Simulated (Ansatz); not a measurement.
The geometry is COD entry 1527195, unchecked; take it as a test cell. The listed cell was then made from it by scaling, straining or moving an atom.

YTl: DFT, LDA, PAW with Ansatz's default frozen-core files, scalar-relativistic (Ansatz 0.2.0). What sets it apart from a plain run of this crystal: equal xy, yz and zx engineering shear strains of -2 %.

Command: `ansatz run input.yaml --threads 1 --pin off --max-ram 3072MiB --backend cpu --events-out ev --progress --plain --runs-dir out` The run took 6.8 s on 1 thread of Arm Neoverse V2, on a shared host, peak memory 0.44 GiB.

```yaml
crystal:
  lattice:
    - [3.751, -0.03751, -0.03751]
    - [-0.03751, 3.751, -0.03751]
    - [-0.03751, -0.03751, 3.751]
  atoms:
    - { symbol: "Y", position: [0.5, 0.5, 0.5] }
    - { symbol: Tl, position: [0.0, 0.0, 0.0] }
kpoints:
  mp_grid: { grid: [11, 11, 11] }
scf:
  occupations: { method: fermi_dirac, width: 0.08 }
hamiltonian:
  xc: lda
  pseudopotentials: { kind: paw }
output:
  forces: true
  stress: true
  eigenvalues: true
  efg: { contact_densities: true }
```

Output (standing set-up lines are left out):

```
Crystal: 2 atoms, lattice volume = 52.761 Å³
Symmetry: 12 space group operations
Space group: R-3m (ITA 166), of the structure as read, at distance tolerance 3.8e-5 Å
k-points: 146 of 1331
SCF iter   1: F=—  HF=-14893.161591 eV  |F-HF|=—  |Δ(HF+E_count)|=         —  Δρ=5.66e-3  dr2=1.50e-2  ethr=1.77e-3  ⟨swp⟩=5.5  Hψ=10654  notcnv=0
preconditioner: auto → Kerker (q_TF=auto, 2.393 Å⁻¹)  [metal: Δε(μ)=0.042 eV  Ē_g=14.424 eV  σ=0.080 eV  W_gap=0.13  n_scr=12 (ndim 8)  ℏωp=24.0 eV  f_vac=0.000  D(μ)=1.34/eV (n_scr^D=6)]
SCF iter   2: F=—  HF=-14893.157123 eV  |F-HF|=—  |Δ(HF+E_count)|=   4.47e-3  Δρ=2.62e-3  dr2=3.50e-3  ethr=6.25e-5  ⟨swp⟩=2.3  Hψ=4553  notcnv=0
SCF iter   3: F=—  HF=-14893.156170 eV  |F-HF|=—  |Δ(HF+E_count)|=   9.53e-4  Δρ=4.65e-4  dr2=1.20e-4  ethr=1.46e-5  ⟨swp⟩=2.9  Hψ=4221  notcnv=0
SCF iter   4: F=—  HF=-14893.156162 eV  |F-HF|=—  |Δ(HF+E_count)|=   7.96e-6  Δρ=1.13e-4  dr2=8.19e-6  ethr=4.98e-7  ⟨swp⟩=2.0  Hψ=2669  notcnv=0
SCF iter   5: F=—  HF=-14893.156163 eV  |F-HF|=—  |Δ(HF+E_count)|=   6.63e-7  Δρ=1.92e-5  dr2=2.12e-7  ethr=3.41e-8  ⟨swp⟩=2.0  Hψ=2641  notcnv=0
SCF iter   6: F=-14893.156163 eV  HF=-14893.156163 eV  |F-HF|=2.64e-9  |Δ(HF+E_count)|=   1.97e-8  Δρ=5.54e-6  dr2=1.25e-8  ethr=4.17e-10  ⟨swp⟩=4.9  Hψ=9061  notcnv=0
SCF 1 converged in 6 iterations: F = -14893.156163 eV  dr2 = 1.25e-8
  greatest PAW one-centre occupation: 0.992 electrons in one spin orbital (limit 2), on the Y atom at site 0 (counted from 0), in its partial waves of l = 0
SCF converged after 6 iterations
Free energy (F): -14893.156163 eV
Harris-Foulkes:  -14893.156163 eV  (|F-HF|=2.64e-9)
Internal energy: -14893.126905 eV  (E = F + TS)
E sigma→0 (E₀):  -14893.141534 eV
Entropy (-TS):   -0.029258 eV (-14.629 meV/atom)
Fermi energy:    11.801803 eV
--- Per-component energies (eV) ---
  E_band       = -75.627455
  E_kinetic    = 641.484183
  E_local      = -1374.040227  (includes V_loc(G=0)·N_el)
  E_nonlocal   = 374.267042
  E_hartree    = 479.640475
  E_xc         = -401.060691
  E_vxc        = -342.430480  (∫ρ·V_xc dr)
  E_paw        = -12594.078823  (= ΣΔE_a)
  E_vpaw       = -334.189077  (= ΣTr[D̂ρ^β])
  E_aug_tail   = 0.000034  (compensation charges beyond the density's cutoff)
  E_ewald      = -2019.526923
  E_core_change = 0.188025  (= ΣΔE_core)
  E_smearing   = -0.029258  (= −TS)
  E_closure    = -0.000000  (closes the sum)
  Σ components = -14893.156163   (vs F -14893.156163, Δ=0.00e0)
--- Forces (eV/Å), atoms counted from 1 ---
  atom   1  Y      0.00000000     0.00000000     0.00000000
  atom   2  Tl     0.00000000    -0.00000000     0.00000000
  max |Σ_I F_I| component: 2.31e-29 eV/Å
--- Stress (GPa, compression-positive) ---
       -2.893464       0.770641       0.770641
        0.770641      -2.893464       0.770641
        0.770641       0.770641      -2.893464
  P = ⅓ Tr σ = -2.8935 GPa (-28.935 kbar)
--- PAW observables at the nuclei: V_zz in 10²¹ V/m², potentials from the cell's mean, atoms counted from 1 ---
  atom   1  Y  V_zz =    -0.983834   η = 0.0000   by run symmetry: allowed
            electrostatic potential = -5719.236193 V   contact ρ = 441927.761162 e/Å³
  atom   2  Tl V_zz =    -2.988893   η = 0.0000   by run symmetry: allowed
            electrostatic potential = -17135.632477 V   contact ρ = 15225040.179157 e/Å³
--- Band table (eV; the first three rows and the last of 146) ---
  k-point 0: bands = ["-31.1197", "-11.0893", "-11.0750", "-11.0750", "0.1046", "0.1046", "0.3205", "0.3612", "0.3612", "2.7295", "11.6722", "11.6722", "14.8486", "14.8809", "14.8809", "15.2327"]
  k-point 1: bands = ["-31.1187", "-11.1011", "-11.0809", "-11.0737", "0.1080", "0.1272", "0.3191", "0.3562", "0.3607", "2.8341", "11.5493", "11.6807", "14.1829", "14.2632", "14.3510", "15.2608"]
  k-point 2: bands = ["-31.1158", "-11.1491", "-11.0799", "-11.0705", "0.1174", "0.1873", "0.3137", "0.3430", "0.3611", "3.1418", "10.9222", "11.7038", "13.4762", "13.5919", "14.0054", "15.2360"]
  k-point 145: bands = ["-31.0821", "-11.2483", "-11.2447", "-11.2445", "0.2035", "0.2095", "0.2149", "0.5718", "0.5721", "7.0482", "9.3117", "9.3871", "9.6912", "15.4858", "15.5269", "15.7120"]
```
